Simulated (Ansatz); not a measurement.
BN (wurtzite, space group No. 186), PBE in the plane-wave PAW code Ansatz, all energies at zero smearing, with the estimated change up to a 700 eV cutoff added, with one set of potentials and settings (totals compare only within such a set). Cell of 4 atoms (2 B, 2 N): -1084.498 eV.

```
element             reference phase  E (eV/atom)
-------  --------------------------  -----------
B        R-3m, 12 atoms in the cell    -155.9161
N         Pa-3, 8 atoms in the cell    -384.0325
```

Formation energy per atom, worked out: (-1084.498 − 2×(-155.9161) − 2×(-384.0325))/4 = -1.150 eV/atom (-111 kJ per mol of atoms), at 0 K, without zero-point energy or fitted corrections.

Space group P6_3mc (wurtzite). The PBE relaxation kept the symmetry of its start. The references are the lowest solids computed at this level, not always the standard phases (solids in place of the gases).

Potentials: the later of the program's two PAW sets.
